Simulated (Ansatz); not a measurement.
# TiO2: field gradients against cell size

Reference cell: a COD entry, ions relaxed with PBE at fixed cell.

Space group I4_1/amd:1 (No. 141); a = 3.7842, c = 9.5146 Å.

| site | Wyckoff | site symmetry | x | y | z |
| --- | --- | --- | --- | --- | --- |
| Ti | 4a | -4m2 | 0.0000 | 0.0000 | 0.0000 |
| O | 8e | 2mm. | 0.0000 | 0.0000 | 0.2088 |

One atom of each set is listed; the run and its k-mesh use a cell of 6 atoms with edges of 5.46, 5.46, 5.46 Å.

All values are calculated (Ansatz; DFT, PBE, plane waves and PAW, scalar-relativistic, 420 eV cutoff, Γ-centred 11×11×11 k-points, Fermi–Dirac smearing 0.02 eV), not measured.

The cell is scaled uniformly, and the ions relax again at each size.

(1) How do the gradients (10²¹ V/m²) respond?

At this cell the principal stresses reach 5 GPa in size with PBE, which can matter for small gradients.

Answers

(1) 

```json
{"V/V₀": "0.94", "Ti V_zz (η)": "2.86 (0.00)", "O V_zz (η)": "1.41 (0.88)"}
{"V/V₀": "0.96", "Ti V_zz (η)": "2.31 (0.00)", "O V_zz (η)": "1.56 (0.73)"}
{"V/V₀": "0.98", "Ti V_zz (η)": "1.78 (0.00)", "O V_zz (η)": "1.71 (0.60)"}
{"V/V₀": "1.00", "Ti V_zz (η)": "1.23 (0.00)", "O V_zz (η)": "1.85 (0.50)"}
{"V/V₀": "1.02", "Ti V_zz (η)": "0.70 (0.00)", "O V_zz (η)": "1.98 (0.42)"}
{"V/V₀": "1.04", "Ti V_zz (η)": "0.16 (0.00)", "O V_zz (η)": "2.10 (0.35)"}
{"V/V₀": "1.06", "Ti V_zz (η)": "-0.36 (0.00)", "O V_zz (η)": "2.22 (0.28)"}
```

Logarithmic slopes d ln|V_zz|/d ln V over the series, for the sites that change steadily: O 3.8. Point charges on a uniformly scaled lattice would give −1; atoms that shift within the cell as it changes, and charge that moves in the bonds, make the difference.
